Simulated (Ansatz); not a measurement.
Level: r2SCAN, with U_eff = 2.03 eV on Yb f (all-electron-ortho-atomic projectors), no spin polarisation; 500 eV; 5×5×2 Γ-centred mesh; gaussian occupations (width 0.2478 eV); Ansatz 0.2.0, fixed geometry.

Computed maps in the lattice plane spanned by a (left to right, 3.65 Å, 11 points from zero) and b (bottom to top, 7.82 Å, 24 points from zero), 77° apart, at height 0.015 along c. The fields are smooth PAW ones with compensation charges, not the true ones near nuclei.

Valence density. Digits on a logarithmic scale: 0 up to 0.03 e/Å³, each further digit a factor of 1.6, 9 from 1.3 e/Å³ up:
```
11100000001
00000000000
00000000000
00000111100
00001222211
10012334332
21123444443
32233455544
45554455554
68997545555
79999754445
89999964334
79999974334
59999974444
56899865666
76566566777
87544467999
98643467999
99643357999
99643246899
97642235689
76531113567
54321001345
33210000123
```

ELF. Ten even steps from '0' (0.01) to '9' (0.83):
```
11000000001
00000000000
00000000000
00000000000
00000111100
00001122211
00001223321
00001233331
01110123331
15763112320
48998401210
49989710100
39979830100
16999830331
32577513887
94111138999
99610179988
79951389843
49971289831
69971169974
99861037999
99851015899
87630001467
43210000123
```

Question: The cell is YbAgSe₃. Which atoms lie within 0.2 Å of this plane, and where (fractions of a and b)?

Answer: Se at (0.89, 0.21), Yb at (0.26, 0.48). The whole cell:
```yaml
crystal:
  lattice:
    - [3.65088, 0.00000, 0.00000]
    - [1.82544, -7.60395, 0.00000]
    - [0.00000, 0.00000, -8.38074]
  atoms:
    - { symbol: Ag, position: [0.99800, 0.00400, 0.75000] }
    - { symbol: Ag, position: [0.00200, 0.99600, 0.25000] }
    - { symbol: Se, position: [0.89300, 0.21400, 0.01500] }
    - { symbol: Se, position: [0.10700, 0.78600, 0.51500] }
    - { symbol: Se, position: [0.67500, 0.65000, 0.83600] }
    - { symbol: Se, position: [0.32500, 0.35000, 0.33600] }
    - { symbol: Yb, position: [0.26210, 0.47580, 0.01200] }
    - { symbol: Yb, position: [0.73790, 0.52420, 0.51200] }
    - { symbol: Se, position: [0.66800, 0.66400, 0.18600] }
    - { symbol: Se, position: [0.33200, 0.33600, 0.68600] }
```

Origin: a known structure type with other elements, at an estimated volume, so it need not be a known compound. Caveats: no spin polarisation, so a magnetic state may lie lower; the k mesh is coarse if the cell is a metal; atoms or cell far from equilibrium; wide smearing.
